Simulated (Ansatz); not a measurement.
**A plane-wave run on RbTlI2**

Input file of Ansatz 0.2.0:

```yaml
crystal:
  lattice:
    - [-4.445294, 4.445294, 4.082848]
    - [4.445294, -4.445294, 4.082848]
    - [4.445294, 4.445294, -4.082848]
  atoms:
    - { symbol: I, position: [0.682, 0.182, 0.864] }
    - { symbol: I, position: [0.182, 0.318, 0.5] }
    - { symbol: I, position: [0.318, 0.818, 0.136] }
    - { symbol: I, position: [0.818, 0.682, 0.5] }
    - { symbol: Tl, position: [0.25, 0.25, 0.0] }
    - { symbol: Tl, position: [0.75, 0.75, 0.0] }
    - { symbol: Rb, position: [0.25, 0.75, 0.5] }
    - { symbol: Rb, position: [0.75, 0.25, 0.5] }
  symmetry: { tolerance: 0.0003 }
kpoints:
  mp_grid: { grid: [4, 4, 4], shift: [0, 0, 0] }
  band_path:
    path:
      - [0.0, 0.0, 0.0]
      - [0.0, 0.0, 0.5]
      - [-0.5, 0.5, 0.5]
      - [0.0, 0.0, 0.0]
      - [0.4608946, 0.4608946, -0.4608946]
      - [-0.4608946, 0.5391054, 0.4608946]
      - [-0.5, 0.5, 0.5]
      - [0.0, 0.0, 0.5]
      - [0.25, 0.25, 0.25]
      - [0.0, 0.5, 0.0]
      - [0.0, 0.0, 0.0]
    npoints: 6
magnetization:
  spin_polarized: false
scf:
  occupations: { method: fermi_dirac, width: 0.0136 }
  lower_state_search: "off"
  max_iter: 200
hamiltonian:
  pseudopotentials: { kind: paw }
  xc: pbe
basis:
  ecutwfc: 420
  fft_grid_basis: typed
output:
  forces: true
  stress: true
  eigenvalues: true
  bader: true
  populations: true
  elf: true
  write_potential: true
  volumetric_format: npy
  dos:
    e_range: [-12, 8]
    de: 0.05
    projected: { site_lists: { I: [I], Rb: [Rb], Tl: [Tl] } }
checkpoint:
  read: saved_state
```

The saved state is an earlier solution for the same cell, perhaps on another mesh. 

Output (shortened):

```
SCF iter   1: F=—  Δρ=3.10e-4  dr2=5.14e-4
SCF iter   2: F=—  Δρ=1.67e-4  dr2=1.43e-4
SCF iter   3: F=—  Δρ=4.37e-5  dr2=1.09e-5
SCF iter   4: F=—  Δρ=1.25e-5  dr2=7.62e-7
SCF iter   5: F=-59480.4559 eV  Δρ=2.56e-6  dr2=2.44e-8
Free energy (F): -59480.4559 eV
Harris-Foulkes:  -59480.4559 eV  (|F-HF|=5.97e-8)
Internal energy: -59480.4559 eV  (E = F + TS)
E sigma→0 (E₀):  -59480.4559 eV
Fermi energy:    5.4855 eV
--- Per-component energies (eV) ---
  E_band       = -1755.2785
  E_kinetic    = 1814.2272
  E_local      = -11485.1367  (includes V_loc(G=0)·N_el)
  E_nonlocal   = 622.4398
  E_hartree    = 5326.6846
  E_xc         = -1239.9012
  E_vxc        = -1078.2115  (∫ρ·V_xc dr)
  E_paw        = -44827.0406  (= ΣΔE_a)
  E_vpaw       = -2281.9709  (= ΣTr[D̂ρ^β])
  E_aug_tail   = 0.0000  (compensation charges beyond the density's cutoff)
  E_ewald      = -9691.7291
  E_smearing   =  0.0000  (= −TS)
--- Forces (eV/Å), atoms counted from 1 ---
  atom   1  I      1.4513     1.4513     0.0000
  atom   2  I     -1.4513     1.4513     0.0000
  atom   3  I     -1.4513    -1.4513     0.0000
  atom   4  I      1.4513    -1.4513     0.0000
  atom   5  Tl     0.0000     0.0000     0.0000
  atom   6  Tl     0.0000     0.0000     0.0000
  atom   7  Rb     0.0000     0.0000     0.0000
  atom   8  Rb     0.0000     0.0000     0.0000
--- Stress (GPa, compression-positive) ---
        3.6285       0.0000       0.0000
        0.0000       3.6285       0.0000
        0.0000       0.0000       7.3896
  P = ⅓ Tr σ = 4.8822 GPa (48.822 kbar)
--- Löwdin populations: 8 sites ---
  site symbol       q [e]
     0      I     17.4014
     1      I     17.4014
     2      I     17.4014
     3      I     17.4014
     4     Tl     12.8097
     5     Tl     12.8097
     6     Rb      8.2765
     7     Rb      8.2765
  spilling = 0.0020 (of n_electrons = 112.0000)
```

Origin: a known structure type with other elements, at an estimated volume, so it need not be a known compound. Caveats: atoms or cell far from equilibrium.
